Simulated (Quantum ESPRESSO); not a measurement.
## Kohn-Sham bands of CuRhO2 (R-3m)

```xyz
4
Lattice="-1.5430 2.6725 0.0000 -3.0859 0.0000 0.0000 -1.5430 0.8908 5.6884" Properties=species:S:1:pos:R:3 pbc="T T T"
Cu     0.0000     0.0000     0.0000
Rh    -3.0859     1.7817     2.8442
O      0.0000     0.0000    -1.8288
O      0.0000     0.0000     1.8288
```

Materials Project entry mp-14116; symmetrised, unrelaxed at this level. COD (Crystallography Open Database) has an entry of this formula and space group (matched by these alone). Level: PBEsol, spinors with spin-orbit coupling; pw.x of Quantum ESPRESSO at 74 Ry with PseudoDojo potentials, 6×6×6 k-points, Wannier90. Density: 12×12×12 mesh, Gaussian smearing 0.01 Ry. A non-magnetic state is assumed, with no Hubbard U; filled 3d bands tend to lie too high at this level.

Energies are relative to the valence-band maximum; weights are on the orthonormalised atomic waves of the pseudopotential files, averaged over the group. 48 electrons a cell are treated as valence.

| bands | from (eV) | to (eV) | filling | weight on atomic waves |
|---|---|---|---|---|
| 1–2 | -111.67 | -111.67 | filled | [?] |
| 3–4 | -78.58 | -78.56 | filled | [?] |
| 5–6 | -70.98 | -70.97 | filled | [?] |
| 7–8 | -68.48 | -68.48 | filled | [?] |
| 9–10 | -68.26 | -68.25 | filled | [?] |
| 11–12 | -49.24 | -49.18 | filled | [?] |
| 13–16 | -45.41 | -45.23 | filled | [?] |
| 17–20 | -20.17 | -18.76 | filled | [?] |
| 21–48 | -8.42 | 0.00 | filled | [?] |

Which atomic shells make up each group?


- 1–2, weight on atomic waves: Cu 3s 99 %
- 3–4, weight on atomic waves: Rh 4s 98 %
- 5–6, weight on atomic waves: Cu 3p 100 %
- 7–8, weight on atomic waves: Cu 3p 100 %
- 9–10, weight on atomic waves: Cu 3p 100 %
- 11–12, weight on atomic waves: Rh 4p 99 %
- 13–16, weight on atomic waves: Rh 4p 99 %
- 17–20, weight on atomic waves: O 2s 85 %, Rh 4d 5 %, Rh 5s 5 %
- 21–48, weight on atomic waves: O 2p 35 %, Cu 3d 34 %, Rh 4d 26 %

The Kohn-Sham gap over both meshes and the path is 0.62 eV.
